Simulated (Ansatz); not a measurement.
CuCl (zinc blende, F-43m), a = b = c = 5.424 Å, α = β = γ = 90.00°; the cell used has 2 atoms.

Relaxed with PBE. Plane-wave PAW PBE (Ansatz code) gives a gap of 0.53 eV.

Problem. What gap does HSE06 give on the same cell (Ansatz, PAW)?

Solution. 2.36 eV, 1.84 eV more. The hybrid was solved on a coarser mesh and at special points; its gap is the smallest among all of these.

```
k  v1 PBE  c1 PBE  v1 HSE06  c1 HSE06
-  ------  ------  --------  --------
Γ    0.00    0.53      0.00      2.36
X   -1.08    3.44       [?]       [?]
L   -0.55    2.87       [?]       [?]
W   -0.77    5.04       [?]       [?]
K   -0.86    4.20       [?]       [?]
```

Problem. Top valence (v1) and lowest conduction level (c1) in eV from each method's valence maximum (which need not be a listed point): supply the withheld HSE06 values.

Solution. 
- W, v1 HSE06: -1.00
- W, c1 HSE06: 6.74
- K, v1 HSE06: -1.09
- K, c1 HSE06: 5.96
- X, v1 HSE06: -1.36
- X, c1 HSE06: 5.06
- L, v1 HSE06: -0.65
- L, c1 HSE06: 4.82

Cost on shared cores: the PBE run (SCF on a 9×9×9 mesh, then bands and DOS) about 12 core-seconds (a rough figure), the HSE06 run (SCF on 7×7×7, then a few points) around 90 core-seconds (rough); the tasks are unlike.

The cell was relaxed with PBE under the symmetry of its start; phonons on a q-mesh show no instability. The run is not spin-polarised.

Potentials: the later of the program's two PAW sets.
